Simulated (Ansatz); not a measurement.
Relaxed bulk HfN:

Space group Fm-3m (No. 225). a = 4.548 Å, b = 4.548 Å, c = 4.548 Å, α = 90.00°, β = 90.00°, γ = 90.00°
```csv
atom,site,symmetry,x,y,z
Hf,4a,m-3m,0.0000,0.0000,0.0000
N,4b,m-3m,0.5000,0.0000,0.0000
```

Miller indices refer to the conventional cell of Fm-3m (No. 225), a = 4.548 Å, b = 4.548 Å, c = 4.548 Å, α = 90.00°, β = 90.00°, γ = 90.00°.

Consider the (100) slab of 5 planes, 9.1 Å thick with 15 Å of vacuum as cut; outer planes HfN (top) and HfN (bottom), all atoms relaxed.

All numbers below come from DFT PBE, scalar-relativistic, plane waves, PAW in Ansatz. Settings: cutoff 420 eV, Γ-centred mesh 11×11×1 on the computed 10-atom cell, Gaussian smearing of 0.10 eV; no spin polarisation. A dipole correction removes the field between periodic images along c.

(1) Estimate the surface energy (mean of both faces).

(2) Predict the work function.

(3) The top two planes lie 2.274 Å apart in the bulk. How does relaxation change this?

Spin-orbit coupling is left out, which matters for the bands of heavy elements. Spin polarisation was left out, and a magnetic state may lie lower. In some of the runs charge leaks into the vacuum, so their work functions can be off.

Results:

(1) 1.45 J/m².

(2) 2.33 eV.

(3) The spacing becomes 2.264 Å (-0.4 %), and the top plane rumples by 0.210 Å.